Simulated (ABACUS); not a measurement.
Consider a self-consistent single point of Ca3SbP (Pm-3m, 5 atoms in the cell; from Materials Project mp-1013550, changed as shown).

```
Ca3SbP
1.0
    5.35745     0.00000     0.00000
    0.00000     5.35745     0.00000
    0.00000     0.00000     5.35745
Ca Sb P
3 1 1
Cartesian
  0.00000   2.67873   2.67873
  2.67873   0.00000   2.67873
  2.67873   2.67873   0.00000
  0.00000   0.00000   0.00000
  2.67873   2.67873   2.67873
```

Method: LDA (PW92), numerical atomic orbitals DZP (confined pseudo-atomic orbitals with Gaussian additions; energy shift 0.01 Ry), PseudoDojo 0.4 standard norm-conserving LDA (tails mended) pseudopotentials run with ABACUS.

ABACUS settings:

- basis: DZP numerical atomic orbitals, energy shift 0.01 Ry
- KPT: MP 5 5 5 0 0 0
- basis_type: lcao
- dft_functional: PWLDA
- ecutwfc: 100 Ry
- smearing_method: gaussian
- smearing_sigma: 0.00367493 Ry
- potentials: PseudoDojo 0.4 standard norm-conserving LDA (tails mended)
- symmetry: 1
- ks_solver: genelpa
- scf_nmax: 100
- scf_thr: 1.0e-07
- mixing_type: pulay

Results:

| Quantity | Value |
|---|---|
| Number of valence electrons | 50 |
| Number of bands | 35 |
| Number of k-points after the program's reduction | 10 |
| Size of the basis | 80 |
| Number of SCF iterations | 9 |
| Free energy E − TS | -5819.0195 eV |
| Pressure | -2.55 GPa |

Stress (GPa, positive for compression):
```
-2.55   0.00   0.00
 0.00  -2.55   0.00
 0.00   0.00  -2.55
```

For comparison: a first run was changed to give this one (volume scaled by 0.94), and from it to this one the free energy goes down by 44.1 meV/atom and the pressure goes from -4.54 to -2.55 GPa.

Spin-orbit coupling is left out, which matters for bands and gaps with elements this heavy. The atom-centred basis is finite, which shifts total energies and pressures against plane waves. The structure comes from a collection of computed structures, made at another level of theory; the collection holds predicted forms beside known ones. Its lattice was then scaled.

Cost on one core: about 19 core-seconds (a rough figure).

The atomic orbitals were generated for these runs; they are not ABACUS's published sets and were checked against plane waves on a few crystals only.

“Tails mended”: in these copies of the files the far tail of each local potential was reset to the Coulomb form.
